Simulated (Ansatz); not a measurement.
Here is the system:

InP:
```
CELL_PARAMETERS angstrom
      4.13847     0.00000     0.00000
     -2.06923     3.58402     0.00000
      0.00000     0.00000     9.35034
ATOMIC_POSITIONS crystal
  In 0.50057 0.00000 0.66667
  In 0.00000 0.50057 0.33333
  In 0.49943 0.49943 0.00000
  P  0.50030 0.00000 0.16667
  P  0.00000 0.50030 0.83333
  P  0.49970 0.49970 0.50000
```

This is the r²SCAN-relaxed structure.

Task: All from plane-wave PAW r²SCAN (Ansatz code), unless another level is named. Estimate the formation energy from the elements (no fitted shifts).

Result: -0.19 eV/atom.

Task: What about the electron effective mass?

Result: 0.034, 0.071, 0.071 mₑ (principal values).

Task: Give the conduction-band minimum.

Result: at Γ.

Task: And the weight of the conduction-edge state by species (Voronoi cells)?

Result: In 58 %, P 42 %.

Space group P6_222. The start of the workflow was typed in or built on a structure type; neither database checked (COD, Materials Project) lists it. It is not the phase usual at ambient conditions (space group No. 216). The r²SCAN relaxation kept the symmetry of its start; whether a distortion lowers the energy is not shown. Point labels and valley counts follow the cell and symmetry of the run, lower than the named group. The references are the lowest solids computed at this level, not always the standard phases. Spin–orbit coupling is left out wherever it is not named.

Potentials: the later of the program's two PAW sets.

Edges and masses are those of Kohn–Sham bands, whose gap is no quasiparticle gap.
